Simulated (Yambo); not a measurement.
A G0W0@PBEsol run in Yambo for AlAs (wurtzite, space group P6_3mc, No. 186) (3×3×2 Γ-centred k mesh, 340 bands and a 8 Ry block in the screening, 340 bands in G with the Bruneval-Gonze terminator, plasmon pole fitted at 27.2 eV) gives these matrix elements, in eV, at the band edges (Γ → Γ):

```tsv
state	E0	<Vxc>	<Σx>	<Σc(E0)>	Z
valence edge	0.000	-12.564	-15.299	1.436	0.787
conduction edge	1.604	-10.024	-5.873	-3.982	0.794
```

### Question
Solve the linearised quasiparticle equation for both states, give the gap, and say how exchange and correlation each act on it.

### Answer
E = E0 + Z(Σx + Σc − Vxc). Valence: 0.000 + 0.787 × (-15.299 + (1.436) − (-12.564)) = -1.02 eV. Conduction: 1.604 + 0.794 × (-5.873 + (-3.982) − (-10.024)) = 1.74 eV. The gap is 2.76 eV, against 1.60 eV in PBEsol. Replacing Vxc by bare exchange alone would open it by 6.89 eV; correlation takes back 5.42 eV of that, and Z scales what is left. Nearest settings tried, and what they do to the gap: 218 bands in G: -3 meV; 218 bands in W, 218 bands in G: -11 meV; 7 Ry block (209 vectors against 251): -16 meV; 3×3×1 mesh: -89 meV. So the settings aren't converged at that level. The k mesh is coarse. The mesh misses a band edge: along a dense path the PBEsol gap is 1.52 eV against 1.60 eV on the mesh. 

The standard potential for As keeps a d shell in the valence without the s and p states of that shell. In tests on such compounds this moved G0W0 gaps by up to about 0.9 eV, so absolute quasiparticle energies here are unreliable; differences between settings are what counts.

Spin-orbit coupling is included.

Geometry relaxed with PBEsol; primitive cell a = b = 4.004 Å, c = 6.577 Å, α = β = 90.00°, γ = 120.00°.

This is not the ordinary phase of the substance; no match was found in the copy of COD used, and its stability was not checked.
